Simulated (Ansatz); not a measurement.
GaCuSe₂:
```cif
data_Cu4Ga4Se8
_chemical_formula_sum 'Cu4 Ga4 Se8'
_space_group_name_H-M_alt 'I-42d'
_space_group_IT_number 122
_space_group_name_Hall 'I -4 2bw'
_cell_length_a 5.56979
_cell_length_b 5.56979
_cell_length_c 11.07404
_cell_angle_alpha 90.000
_cell_angle_beta 90.000
_cell_angle_gamma 90.000
loop_
_atom_site_label
_atom_site_type_symbol
_atom_site_symmetry_multiplicity
_atom_site_Wyckoff_symbol
_atom_site_fract_x
_atom_site_fract_y
_atom_site_fract_z
_atom_site_occupancy
Cu1 Cu 4 a 0.00000 0.00000 0.00000 1
Ga1 Ga 4 b 0.00000 0.00000 0.50000 1
Se1 Se 8 d 0.25000 0.25817 0.37500 1
```
(The calculation used a cell of 8 atoms; values per cell refer to that cell.)

Relaxed with PBEsol.

Question: Decompose the optical modes at the zone centre into irreducible representations, and say which are infrared and Raman allowed.

Answer: Point group -42m: Γ_opt = A1 + 2A2 + 3B1 + 3B2 + 6E. Infrared: B2, E. Raman: A1, B1, B2, E.

Question: Assign frequencies (DFPT, plane-wave PAW PBEsol (Ansatz code); without the LO–TO term).

Answer: E 63, B2 81, E 91, B1 91, E 162, B1 180, A1 182, A2 183, A2 197, B2 202, E 203, E 234, B2 237, E 239, B1 244 cm⁻¹.

Subscripts of B labels follow the axes of the standard setting.

The PBEsol relaxation kept the symmetry of its start. The run is not spin-polarised.

Potentials: the later of the program's two PAW sets.
